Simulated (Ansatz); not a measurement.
Method: DFT PBE, scalar-relativistic, plane waves, PAW in Ansatz. All cells share a 420 eV cutoff and Γ-centred k meshes spaced about 0.3 Å⁻¹ or finer (0.25 for metals, 2π included). No spin polarisation.

Relaxed structures of Si2B3, with energies over the first row. Coordination counts B atoms around Si (those within 1.25 times the shortest such distance or 1.15 times the sum of covalent radii; a plus sign parts nearer from farther groups; a slash parts the counts of unlike sites).

```csv
#,form,sites,V (Å³/atom),coordination,ΔE (meV/atom)
1,P-3m1,"Si 2d; B 1a, 2d",9.5,Si 4+3,0
2,P4_2cm,"Si 4d; B 4d, 2a",11.1,Si 4,139
```

A further structure, relaxed alike:

```
Si B
1.0
     3.04037   -1.56855    0.00000
     3.04037    1.56855    0.00000
    -0.84846    0.00000    5.54066
Si B
2 3
Direct
  0.93274 0.93274 0.66978
  0.11338 0.11338 0.21198
  0.78835 0.78835 0.05018
  0.24168 0.24168 0.88218
  0.25485 0.25485 0.56089
```

Problem. Where does it fall in the ranking, and at what energy?

Solution. It falls between rows 1 and 2, 70 meV/atom above row 1, with space group Cm (No. 8) and 10.6 Å³/atom. Counting B atoms around Si, this cell has Si 5/4+3 and row 1 has Si 4+3. This cell holds B–B chains (shortest 1.81 Å); row 1 holds B–B nets (shortest 1.80 Å). Around Si on its first site lie 4 B at 1.95–2.14 Å and 3 B at 2.38–2.43 Å; Si on its second site has 5 B at 2.01–2.17 Å; around B on its first site lie 2 B at 1.83 Å, 1 Si at 2.05 Å, 2 Si at 2.17 Å and 1 Si at 2.43 Å; B on its second site has 3 B at 1.81–1.83 Å, 2 Si at 2.07–2.11 Å and 2 Si at 2.38 Å; 1 more site not described.

Even the lowest cell shown lies +0.31 eV/atom against the elements' standard structures at this level. With atoms moved at random, row 1 (by 5 meV/atom) and the further cell (by 7 meV/atom) fell into a lower structure. Row 2 had no clear such test and can be a saddle point. Some candidate types were left out of the draw beforehand, so a known form may be missing.
